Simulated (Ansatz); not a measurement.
LaBr₂ in space group P6_3/mmc (No. 194; La on 2b, Br on 4f), DFT-r²SCAN+D4 in the program Ansatz with PAW potentials, all energies at zero smearing, with the estimated change up to a 700 eV cutoff added, with one set of potentials and settings (totals compare only within such a set). Cell of 6 atoms (2 La, 4 Br): -23713.790 eV.

```tsv
element	reference phase	E (eV/atom)
La	P6_3/mmc, 4 atoms in the cell	-6264.7646
Br	Cmce, 4 atoms in the cell	-2792.9529
```

Formation energy per atom, worked out: (-23713.790 − 2×(-6264.7646) − 4×(-2792.9529))/6 = -2.075 eV/atom (-200 kJ per mol of atoms), at 0 K, without zero-point energy or fitted corrections.

The workflow started from a Materials Project entry (that database holds measured and hypothetical structures alike); the Crystallography Open Database files this formula in space group No. 194, but the cells were not matched. Its standing as an ambient phase is unchecked. The r²SCAN+D4 relaxation kept the symmetry of its start; its stability against distortions is not shown here. Spin order of the final state: ferromagnetic, chosen from 2 collinear starts compared on coarse meshes (ties went to the first, and starts can fall back to one state), not a proven ground state. Other orbital occupations within this spin state were not tried. No Hubbard U is applied. The references are the lowest solids computed at this level, not always the standard phases. Spin–orbit coupling is left out wherever it is not named.

Potentials: the later of the program's two PAW sets.
